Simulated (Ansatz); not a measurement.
TiSi2: from a starting cell to a relaxed one

The start is a generated trial cell of TiSi2 in the AFLOW prototype AB2_hP3_164_a_d (C6, as in CdI2). The cell and all atomic positions are relaxed at zero pressure with r2SCAN (plane waves to 500 eV, PAW, scalar-relativistic; Ansatz, an electronic-structure program). The first steps use a coarse 8×8×5 k-mesh.

The start:
```
TiSi2
1.0
    3.14598     0.00000     0.00000
   -1.57299     2.72450     0.00000
    0.00000     0.00000     5.07512
Ti Si
1 2
Cartesian
  0.00000   0.00000   0.00000
  0.00000   1.81633   1.27893
  1.57299   0.90817   3.79619
```

**Question.** How large is the pressure on the unrelaxed cell, and of which sign?

**Answer.** +46 GPa (positive: the cell is compressed).

**Question.** How do the shortest distances between atoms change?

**Answer.** The closest pairs of elements (up to four, under 3.6 Å), start → end: Si–Ti 2.22 → 2.65 Å; Si–Si 3.10 → 2.63 Å; Ti–Ti 3.15 → 2.84 Å.

**Question.** What does it relax into? Give the structure.

**Answer.** 
```cif
data_Si2Ti
_chemical_formula_sum 'Ti1 Si2'
_space_group_name_H-M_alt 'P-3m1'
_space_group_IT_number 164
_space_group_name_Hall '-P 3 2"'
_cell_length_a 2.84073
_cell_length_b 2.84073
_cell_length_c 6.21914
_cell_angle_alpha 90.000
_cell_angle_beta 90.000
_cell_angle_gamma 120.000
loop_
_atom_site_label
_atom_site_type_symbol
_atom_site_symmetry_multiplicity
_atom_site_Wyckoff_symbol
_atom_site_fract_x
_atom_site_fract_y
_atom_site_fract_z
_atom_site_occupancy
Ti1 Ti 1 a 0.00000 0.00000 0.00000 1
Si1 Si 2 d 0.33333 0.66667 0.33484 1
```

The space group stays P-3m1 (No. 164) (the run could not lower it), with 3 atoms in the primitive cell. Final values are on a 19×19×8 k-mesh of the relaxed cell. No spin polarisation in the result.

The run could not lower the symmetry of its start; a shaken copy of this end point relaxes with r2SCAN to P4/mmm (No. 123), 0.28 eV/atom lower.

The relaxed structure here is a generated cell of TiSi2: the first start was made by placing the elements on the sites of a structure type, and the end was not matched to a known phase here, so it may be hypothetical. Known forms of TiSi2 include space group No. 63, 70.
